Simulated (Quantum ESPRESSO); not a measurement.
## Calculated data, Mg2TaMoAu4 (simulated cell)

Calculation on a made-up metal alloy cell, not a measurement: no spin or spin-orbit, unrelaxed, 2900 K smearing, stress positive in tension, cell energy less fitted offsets; periodic Kohn-Sham density functional theory in plane waves with PseudoDojo standard norm-conserving scalar-relativistic pseudopotentials, each functional with its own files (v0.5 for PBE, v0.4.1 for LDA and PBEsol), eight atoms on drawn sites of a strained close-packed or body-centred lattice, each displaced and held fixed; the energy is the cell's free energy, ions and the entropy term -TS included, at the stated Fermi-Dirac width, less a fixed offset for each atom's element (shifted free energy); compositions with an open d shell lost a parallel starting moment in a cheaper test run, and other magnetic orders were not tried; an error bar is the largest change of its kind in a tighter rerun, never given below 0.002 eV, 0.02 GPa or 0.003 eV/angstrom, and covers cutoff and k-mesh only, not smearing or the files. Program: Quantum ESPRESSO 7.5.

```cif
# cell vector a (Å): -2.9585 0.0169 -0.0250
# cell vector b (Å): -0.0293 5.1114 -0.0234
# cell vector c (Å): 1.4132 -2.5207 -9.4338
data_Mg2TaMoAu4
_symmetry_space_group_name_H-M 'P 1'
_symmetry_Int_Tables_number 1
_cell_length_a 2.9587
_cell_length_b 5.1115
_cell_length_c 9.8665
_cell_angle_alpha 104.591
_cell_angle_beta 97.851
_cell_angle_gamma 89.342
_cell_volume 143.01
loop_
_atom_site_label
_atom_site_type_symbol
_atom_site_fract_x
_atom_site_fract_y
_atom_site_fract_z
_atom_site_occupancy
Au1 Au 0.01706 0.98251 0.00111 1
Mg1 Mg 0.12551 0.46548 0.25266 1
Ta1 Ta 0.29452 0.24205 0.49733 1
Au2 Au 0.34651 0.70270 0.75901 1
Mo1 Mo 0.48964 0.50697 0.00429 1
Mg2 Mg 0.65622 0.97795 0.25254 1
Au3 Au 0.77585 0.74213 0.50312 1
Au4 Au 0.89065 0.18894 0.75773 1
_calc_lattice_type 'hexagonal close-packed'
_calc_functional 'pbe'
_calc_cutoff 1143  # eV
_calc_fermi_dirac_smearing 0.25  # eV
_calc_electrons_removed 0
_calc_run_command 'mpirun -np 4 pw.x -nk 4 -in in'
_calc_run_processor 'Intel Xeon, older, virtual cores'
_calc_k_mesh '8 x 5 x 3 shifted half a step off Gamma on each axis'
_calc_entropy_term_negative_ts -1.233  # eV
_calc_pressure 0.62  # GPa
_calc_stress_xx 4.24  # GPa
_calc_stress_yy -1.98  # GPa
_calc_stress_zz -4.13  # GPa
_calc_stress_yz -0.37  # GPa
_calc_stress_xz 0.82  # GPa
_calc_stress_xy -1.17  # GPa
_calc_shifted_free_energy 0.541  # eV
```

Atoms:
```csv
atoms element,atom site,atom energy offset (eV)
Au,1,-4032.82
Mg,2,-1616.19
Ta,3,-1771.44
Au,4,-4032.82
Mo,5,-1911.95
Mg,6,-1616.19
Au,7,-4032.82
Au,8,-4032.82
```

Forces:
```csv
site,x (eV/Å),y (eV/Å),z (eV/Å)
1,0.301,0.578,-1.144
2,-0.042,0.349,0.106
3,0.227,0.085,-2.122
4,-0.411,-0.834,0.73
5,-0.189,-0.535,0.544
6,-0.05,-0.519,0.957
7,0.031,0.065,0.639
8,0.132,0.812,0.29
```

Notes: heavy elements are run without spin-orbit coupling, which real alloys of them have; a spin test at this wide smearing found no moment, but such smearing suppresses magnetism that the real alloy may have; lattice, volume and sites are drawn at random and may be unstable or far from any real phase; energies are for the whole cell, less offsets fitted to these runs, so they are not formation energies; error bars: energy 0.004 eV, stress 0.14 GPa, force 0.0033 eV/Å, from a tighter rerun of this cell; 16 SCF iterations, 444 s of wall time on a shared machine.
